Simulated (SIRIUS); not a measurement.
SIRIUS run on CsPbCl3 (R32, 5 atoms in the cell; from Materials Project mp-675022, changed as shown): self-consistent single point.

Computed with PBEsol, GBRV PBEsol ultrasoft pseudopotentials (plane waves; SIRIUS).

The change in words: lattice scaled by 0.98. Reference geometry (R32):
```xyz
5
Lattice="4.0032 2.3112 3.2956 -4.0032 2.3112 3.2956 0.0000 -4.6224 3.2956" Properties=species:S:1:pos:R:3 pbc="T T T"
Cs     0.0000     0.0000     4.9433
Pb     0.0000     0.0000     0.0000
Cl     1.9271    -3.3378     4.9433
Cl     1.9271     3.3378     4.9433
Cl    -3.8542     0.0000     4.9433
```

Reference input (self-consistent single point, DFT, PBEsol, plane waves, GBRV PBEsol ultrasoft pseudopotentials): parameters.ngridk = 6 6 6; parameters.xc_functionals = [XC_GGA_X_PBE_SOL, XC_GGA_C_PBE_SOL]; parameters.gk_cutoff = 6.325 1/bohr; parameters.pw_cutoff = 14.143 1/bohr; parameters.smearing = fermi_dirac; parameters.smearing_width = 0.000734986 Ha; potentials = GBRV PBEsol ultrasoft pseudopotentials; parameters.electronic_structure_method = pseudopotential; parameters.num_bands = 26; parameters.num_mag_dims = 0; parameters.num_dft_iter = 100; parameters.energy_tol = 1e-07 Ha. This run's input differs from it in these lines:

```diff
@@ -32,7 +32,7 @@
     "lattice_vectors": [
-      [0.7051601655, 0.4071244789, 0.5805159979],
-      [-0.7051601655, 0.4071244789, 0.5805159979],
-      [0.0, -0.8142487816, 0.5805159979]
+      [0.7051601566, 0.407124546, 0.5805160009],
+      [-0.7051601566, 0.407124546, 0.5805160009],
+      [0.0, -0.8142487326, 0.5805160009]
     ],
-    "lattice_vectors_scale": 10.72787,
+    "lattice_vectors_scale": 10.513313,
     "atom_coordinate_units": "A",
@@ -46,3 +46,3 @@
       "Cs": [
-        [0.0, 5e-07, 4.9433355]
+        [0.0, 1e-06, 4.844469]
       ],
@@ -52,5 +52,5 @@
       "Cl": [
-        [1.9271068075, -3.3378464742, 4.9433355],
-        [1.9271068075, 3.3378474742, 4.9433355],
-        [-3.8542136151, 5e-07, 4.9433355]
+        [1.8885647195, -3.271089208, 4.844469],
+        [1.8885647195, 3.271091208, 4.844469],
+        [-3.777129439, 1e-06, 4.844469]
       ]
```

Output, abridged:

```
[find] density tolerance         : 1e-06
[find] total energy tolerance    : 1e-07
[find] iter_solver_tol (initial) : 0.01
[find] iter_solver_tol (target)  : 1e-13
[find] num_dft_iter              : 100
Charges and magnetic moments
--------------------------------------------------------------------------------
total charge          : 44.000000
[find] | SCF iteration   0 out of 100|
[diagonalize] iterative solver tolerance (occupied, empty): 0.01 0.01
[diagonalize] average number of iterations: 2
[find] Charges and magnetic moments
[find] total charge          : 44.000000
[find] Energy
[find] smearing (-TS)                 :      -0.00000000
   [... lines left out ...]

[find] Charges and magnetic moments
[find] total charge          : 44.000000
[find] Energy
[find] smearing (-TS)                 :      -0.00000000
[find] Total energy                   :    -163.47076302 (Ha),    -326.94152605 (Ry)
[find] Free energy (E-TS)             :    -163.47076302 (Ha),    -326.94152605 (Ry)
[find] band gap (eV)                  :       1.79192342
[find] Efermi                         :       0.17845997
[find] iteration : 15, RMS (target) : 6.4193e-07 (1.0000e-06) , energy difference (target) : -7.4465e-12 (1.0000e-07)
[find] bands are converged : false
[find] iterative solver converged : true
[find] converged after 16 SCF iterations!
[find] Charges and magnetic moments
[find] total charge          : 44.000000
[find] Energy
[find] smearing (-TS)                 :      -0.00000000
[find] Total energy                   :    -163.47076302 (Ha),    -326.94152605 (Ry)
[find] Free energy (E-TS)             :    -163.47076302 (Ha),    -326.94152605 (Ry)
[find] band gap (eV)                  :       1.79192342
[find] Efermi                         :       0.17845997
[ground_state] === stress tensor components [kbar] ===
[ground_state] === stress_total ===
[ground_state]    -6.898443    0.000000    0.000000
[ground_state]     0.000000   -6.898442    0.000001
[ground_state]     0.000000    0.000001   -6.647588
[ground_state] ==== total Forces in Ha/bohr =====
[ground_state] atom:    0, force:       0.0000000     -0.0000000     -0.0000000
[ground_state] atom:    1, force:      -0.0000000      0.0000000      0.0000000
[ground_state] atom:    2, force:       0.0000447     -0.0000774      0.0000000
[ground_state] atom:    3, force:       0.0000447      0.0000774     -0.0000000
[ground_state] atom:    4, force:      -0.0000894     -0.0000000      0.0000000
```

The run converged in 16 iterations. SIRIUS prints the stress tensor with tension positive. Against the reference run the free energy drops by 1.3 meV/atom, the pressure goes from -0.81 to 0.68 GPa, the largest force goes from 0.015 to 0.005 eV/Å and the gap on the mesh goes from 2.048 to 1.792 eV.

Spin-orbit coupling is left out, which matters for bands and gaps with elements this heavy. The structure comes from a collection of computed structures, made at another level of theory; the collection holds predicted forms beside known ones.

Cost on one core: very roughly 60 core-seconds.

The gap that the log prints is read on the run's mesh, which can miss the band edges or a crossing.
